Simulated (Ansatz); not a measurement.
## Structure relaxation, Ru

The start is a generated trial cell of Ru in the dhcp structure type. The structure is fully relaxed (lattice and positions, P = 0) with PBE (plane waves to 420 eV, PAW, scalar-relativistic; Ansatz, an electronic-structure program). The first steps use a coarse 14×14×4 k-mesh.

Starting cell:
```yaml
crystal:
  lattice:
    - [2.68608, 0.00000, 0.00000]
    - [-1.34304, 2.32621, 0.00000]
    - [0.00000, 0.00000, 8.64248]
  atoms:
    - { symbol: Ru, position: [0.00000, 0.00000, 0.00000] }
    - { symbol: Ru, position: [0.00000, 0.00000, 0.50000] }
    - { symbol: Ru, position: [0.33333, 0.66667, 0.25000] }
    - { symbol: Ru, position: [0.66667, 0.33333, 0.75000] }
```

| Property | Value |
|---|---|
| Initial pressure | +7.7 GPa (positive: the cell is compressed) |
| Outcome | The space group stays P6₃/mmc (No. 194) (the run could not lower it); the end is AFLOW prototype A_hP4_194_ac (A3', as in La), with 4 atoms in the primitive cell |
| Energy released | 0.01 eV/atom |
| Shortest distances (start → end) | The closest pairs of elements (up to four, under 3.6 Å), start → end: Ru–Ru 2.66 → 2.68 Å |
| Band gap at the end | zero (metallic) |
| Optimiser moves | 6 |

The end point of the relaxation:

Space group P6₃/mmc (No. 194); a = 2.7083 Å, b = 2.7083 Å, c = 8.7030 Å, α = 90.00°, β = 90.00°, γ = 120.00°

```tsv
atom	site	symmetry	x	y	z
Ru	2a	-3m.	0.0000	0.0000	0.0000
Ru	2c	-6m2	0.3333	0.6667	0.2500
```

Final values are on a 20×20×6 k-mesh of the relaxed cell. No spin polarisation in the result.

The run could not lose the symmetry of its start, so the end can be a saddle point.

All atoms sit on sites fixed by symmetry, so only the cell could relax.

The relaxed structure here is a generated cell of Ru: the first start was made by placing the elements on the sites of a structure type, and the end was not matched to a known phase here, so it may be hypothetical. A known form of Ru has the same space group but another cell.
